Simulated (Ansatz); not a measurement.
Values for one crystal, relaxed and computed with plane-wave PAW LDA (Ansatz code); other levels are named.

| Item | Result |
|---|---|
| Volume per atom | 13.69 Å³ |
| Electronic character | metallic (no gap) |
| Elastic constants (relaxed ions, GPa) | C11 = 239, C12 = 65.9, C13 = 63.3, C33 = 81.5, C44 = 37.2 |
| Poisson's ratio | 0.27 |
| Young's modulus | 127 GPa |
| Density of states at the Fermi level | 0.19 states/eV per atom (mean over ±0.08 eV) |
| Hill bulk and shear moduli | 91.6 and 50.1 GPa |

Q: Which of these materials gives this?
(A) Tb, hcp (Mg type)
(B) Cd, hcp (Mg type)
(C) Gd, hcp (Mg type)
(D) Zn, hcp (Mg type)

A: D, Zn, hcp (Mg type)

Space group P6_3/mmc (hcp (Mg type)). The cell was relaxed with LDA under the symmetry of its start. As this level gives no gap, shear constants depend on the k-mesh and smearing (Fermi–Dirac, 0.1 eV here). On the denser mesh and wider smearing of the elastic run this cell carries a stress of 0.7 GPa.

Potentials: the later of the program's two PAW sets.
